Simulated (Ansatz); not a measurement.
This RbGe6 structure is the end of a relaxation. The cell was found from a structure generator's guess, not taken from experiment.

Computed with Ansatz 0.2.0, DFT PBE, scalar-relativistic, plane waves, PAW. Cutoff 420 eV, Γ-centred mesh, Gaussian smearing, no spin polarisation.

```
Rb Ge
1.0
    -3.59888    3.59888    3.59888
     3.59888   -3.59888    3.59888
     3.59888    3.59888   -3.59888
Rb Ge
1 6
Direct
  0.00000 0.00000 0.00000
  0.50000 0.75000 0.25000
  0.75000 0.25000 0.50000
  0.75000 0.50000 0.25000
  0.50000 0.25000 0.75000
  0.25000 0.75000 0.50000
  0.25000 0.50000 0.75000
```

Energies over the elements count from the elements' standard structures at the same level, with no fitted energy shifts.

Problem. Find its symmetry and describe it.

Solution. Im-3m (No. 229). Conventional cell: a = 7.198 Å. Rb is surrounded by 24 Ge at 4.02 Å; Ge is surrounded by 4 Ge at 2.54 Å, 2 Ge at 3.60 Å and 4 Rb at 4.02 Å.

Problem. What is its formation energy per atom?

Solution. −0.02 eV/atom. The formation energy is too near zero to say whether this cell lies below the elements.

Problem. Is it a metal?

Solution. Yes, bands cross the Fermi level on the 8×8×8 mesh.

The last run used an 8×8×8 mesh for its 7-atom cell and Gaussian smearing of 0.10 eV. For metals, differences of a few meV/atom aren't resolved. A later test with randomly moved atoms came back to the same energy, though modes that don't fit the test's cell weren't probed.
